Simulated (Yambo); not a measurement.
RbO (space group Immm, No. 71), G0W0@PBEsol (Yambo, plasmon pole, terminator in G, 4×4×4 mesh): gap Γ → Γ in eV by bands and screening block.

```json
[
 {"bands (W and G)": "31", "2 Ry": "4.44", "3 Ry": "4.34", "4 Ry": "4.15", "6 Ry": "___", "7 Ry": "4.13"},
 {"bands (W and G)": "48", "2 Ry": "4.10", "3 Ry": "4.02", "4 Ry": "3.87", "6 Ry": "3.86", "7 Ry": "3.88"},
 {"bands (W and G)": "70", "2 Ry": "___", "3 Ry": "3.92", "4 Ry": "3.80", "6 Ry": "___", "7 Ry": "3.83"},
 {"bands (W and G)": "98", "2 Ry": "3.96", "3 Ry": "3.88", "4 Ry": "3.77", "6 Ry": "3.80", "7 Ry": "3.82"},
 {"bands (W and G)": "126", "2 Ry": "3.95", "3 Ry": "3.86", "4 Ry": "3.76", "6 Ry": "3.80", "7 Ry": "3.83"}
]
```

Estimate the withheld gaps from their neighbours; the computed values follow.


- 31, 6 Ry: 4.11
- 70, 2 Ry: 4.00
- 70, 6 Ry: 3.81

The largest settings aren't shown to be the converged limit.

Geometry relaxed with PBEsol; primitive cell a = b = c = 5.039 Å, α = 131.28°, β = 107.93°, γ = 91.86°.
